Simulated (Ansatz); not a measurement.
ZnCu$_{2}$SnS$_{4}$:
```cif
data_Cu4S8Sn2Zn2
_chemical_formula_sum 'Cu4 Zn2 Sn2 S8'
_space_group_name_H-M_alt 'I-4'
_space_group_IT_number 82
_space_group_name_Hall 'I -4'
_cell_length_a 5.31741
_cell_length_b 5.31741
_cell_length_c 10.64258
_cell_angle_alpha 90.000
_cell_angle_beta 90.000
_cell_angle_gamma 90.000
loop_
_atom_site_label
_atom_site_type_symbol
_atom_site_symmetry_multiplicity
_atom_site_Wyckoff_symbol
_atom_site_fract_x
_atom_site_fract_y
_atom_site_fract_z
_atom_site_occupancy
Cu1 Cu 2 a 0.00000 0.00000 0.00000 1
Cu2 Cu 2 c 0.00000 0.50000 0.25000 1
Zn1 Zn 2 d 0.50000 0.00000 0.25000 1
Sn1 Sn 2 b 0.00000 0.00000 0.50000 1
S1 S 8 g 0.26049 0.26967 0.36968 1
```
(The calculation used a cell of 8 atoms; values per cell refer to that cell.)

This is the LDA-relaxed structure.

Task: All from DFT-LDA in the program Ansatz with PAW potentials, unless another level is named. Estimate the bulk modulus (Birch–Murnaghan fit).

Result: 88.0 GPa.

Task: Next, the highest zone-centre frequency (without LO–TO term)?

Result: 10.46 THz.

The cell was relaxed with LDA under the symmetry of its start. The run is not spin-polarised. Scalar-relativistic: spin–orbit coupling is off unless named, which matters more the heavier the elements.

Potentials: the later of the program's two PAW sets.
